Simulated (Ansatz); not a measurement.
Here is the system:

TiCd:
```
TiCd
1.0
    2.88471     0.00000     0.00000
    0.00000     2.88471     0.00000
    0.00000     0.00000     9.00322
Ti Cd
2 2
Direct
  0.00000   0.50000   0.39075
  0.50000   0.00000   0.60925
  0.00000   0.50000   0.86681
  0.50000   0.00000   0.13319
```

This is the r²SCAN-relaxed structure.

Q: All from r²SCAN (plane waves, PAW; program Ansatz), unless another level is named. Give the formation energy from the elements (no fitted shifts).

A: -0.070 eV/atom.

Q: Give the density of states at the Fermi level.

A: 0.57 states/eV per atom (mean over ±0.08 eV).

Space group P4/nmm. The first step of the workflow began from a Materials Project structure, measured or hypothetical; the Crystallography Open Database files this formula in space group No. 129, but the cells were not matched. Whether it is the stable phase at ambient conditions was not checked. The cell was relaxed with r²SCAN under the symmetry of its start; its stability against distortions is not shown here. The run is not spin-polarised. The references are the lowest solids computed at this level, not always the standard phases. Spin–orbit coupling is left out wherever it is not named.

Potentials: the later of the program's two PAW sets.
